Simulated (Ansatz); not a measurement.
Trial structure of NbIn2S3, not yet relaxed:

```
CELL_PARAMETERS angstrom
3.86637 0.00000 0.00000
0.00000 3.86637 0.00000
0.00000 0.00000 8.20826
ATOMIC_POSITIONS crystal
Nb 0.00000 0.00000 0.62515
In 0.50000 0.50000 0.72860
In 0.00000 0.00000 0.27024
S 0.50000 0.00000 0.99856
S 0.00000 0.50000 0.99856
S 0.50000 0.50000 0.37889
```

Method: DFT PBE, scalar-relativistic, plane waves, PAW (Ansatz). Settings: cutoff 420 eV, Γ-centred mesh 4×4×2 on the computed 6-atom cell, Gaussian smearing of 0.10 eV; no spin polarisation.

Formation energies are uncorrected and refer to the elements' standard structures at the same level.

Question: Estimate its pressure, forces and energy as it stands.

Answer: The pressure is 0.5 GPa (the mean over three directions, positive in compression), the largest force is 1.38 eV/Å, and the energy is +0.50 eV/atom against the elements. The shortest distance is 2.73 Å.

Question: How much does it gain on relaxing, and where does it end?

Answer: Relaxing gains about 0.52 eV/atom (the start's value is from the coarse mesh, so the gain is rough) in 34 ionic steps and ends at −0.03 eV/atom on the finer mesh. The symmetry stays P4mm (No. 99). The volume per atom grows by 1.2 %, from 20.5 to 20.7 Å³. The shortest distance goes from 2.73 Å (S–S) to 2.38 Å (S–S). The ratio c/a of the conventional cell changes by a factor of 1.53. Conventional cell: a = 3.371 Å, c = 10.934 Å. Nb is surrounded by 4 S at 2.61 Å, 4 In at 3.11 Å, 4 Nb at 3.37 Å and 1 In at 3.49 Å; In on its first site is surrounded by 5 S at 3.06–3.13 Å, 4 Nb at 3.11 Å and 4 In at 3.37 Å; S on a site of symmetry 2mm has 4 S at 2.38 Å and 4 In at 3.13–3.28 Å; 2 more sites not described.

The last run used a 12×12×4 mesh (in the run's order of axes) for its 6-atom cell and Gaussian smearing of 0.10 eV. The k mesh leaves some 4 meV/atom of noise in the energy of each metallic cell. An odd number of electrons in the primitive cell allows no gap without spin; a larger cell or a magnetic state could open one. The reference form of S is held partly by dispersion forces, which this level lacks. The relaxation can't lower the symmetry of the start. Symmetry constrained the relaxation, so the result can be a saddle point. Another cell of NbIn2S3 relaxed alike, in P-3m1, lies 0.57 eV/atom lower, so this cell isn't the stable form at this level.
